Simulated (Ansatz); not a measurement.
# Vibrations of AlRu (Pm-3m) by finite displacements

```xyz
2
Lattice="2.9767 0.0000 0.0000 0.0000 2.9767 0.0000 0.0000 0.0000 2.9767" Properties=species:S:1:pos:R:3 pbc="T T T"
Al    0.0000    0.0000    0.0000
Ru    1.4883    1.4883    1.4883
```

Conventional cell: a = 2.977 Å, b = 2.977 Å, c = 2.977 Å, α = 90.00°, β = 90.00°, γ = 90.00°. Al (atom 1) has 8 Ru at 2.58 Å as nearest neighbours. Ru (atom 2) is surrounded by 8 Al at 2.58 Å.

Unless marked otherwise, the numbers come from PBEsol, all-electron LAPW in Ansatz 0.2.0, scalar-relativistic. k mesh 12×12×12, Fermi-Dirac smearing of 0.100 eV, basis error target 1 meV/atom. The cell was relaxed by PAW under this functional.

Atoms are displaced by 0.01 Å in the smallest supercells that hold the wave vectors of a 2×2×2 mesh. Negative values stand for unstable modes.

Question: What are the phonon energies at the solved wave vectors, in meV?

Answer: 

```tsv
q	point	modes (meV)
0.000 0.000 0.000	Gamma	39.75 (×3)
0.500 0.000 0.000	X	20.44 (×2), 26.61, 36.37 (×2), 42.99
0.500 0.500 0.000	M	14.02 (×2), 24.25, 35.04, 44.74 (×2)
0.500 0.500 0.500	R	24.54 (×3), 42.98 (×3)
```

Question: Is the structure dynamically stable at these wave vectors?

Answer: Yes, no mode is unstable there; wave vectors off this mesh aren't tested.

Question: How do the optical zone-centre modes decompose, and which are active?

Answer: Point group m-3m: Γ_opt = T1u.

| label | meV | activity | mostly |
| --- | --- | --- | --- |
| T1u | 39.75 | IR | Al (79 %) |

In a metal the activity is that of symmetry alone; free carriers screen the infrared modes.

Question: How well do frozen-core PAW files reproduce these all-electron values?

Answer: With a cutoff of 420 eV and displacements of 0.0025 Å, the r.m.s. difference over the modes is 0.2 cm⁻¹; the largest difference is 282.9 (PAW) against 282.6 cm⁻¹ (LAPW).

Question: The cell is scaled evenly to 25.979 and 26.770 Å³ (from 26.375), with free atoms relaxed and the shape held. What are the mode Grüneisen parameters γ = −d ln ω/d ln V?

Answer: For the highest mode, 372.0 cm⁻¹ in the small cell and 349.9 in the large one give γ ≈ 2.04. From the change of the dynamical matrix on each mode:

```tsv
point	cm⁻¹	γ
Gamma	320.6	1.96
X	164.8	1.80
X	214.6	2.03
X	293.3	1.75
X	346.8	1.81
M	113.1	1.89
M	195.6	1.48
M	282.6	1.96
M	360.9	2.04
R	197.9	2.33
R	346.7	1.67
```

Weighted by the modes' heat capacities at 300 K, the mean on this mesh is 1.88; it moves with the q mesh, and a coarse one overweights the zone boundary.

Caveats: responses of metals move with mesh and smearing; the frozen-core PAW files of the compared runs were fitted under PBE, their cores solved anew for this functional.
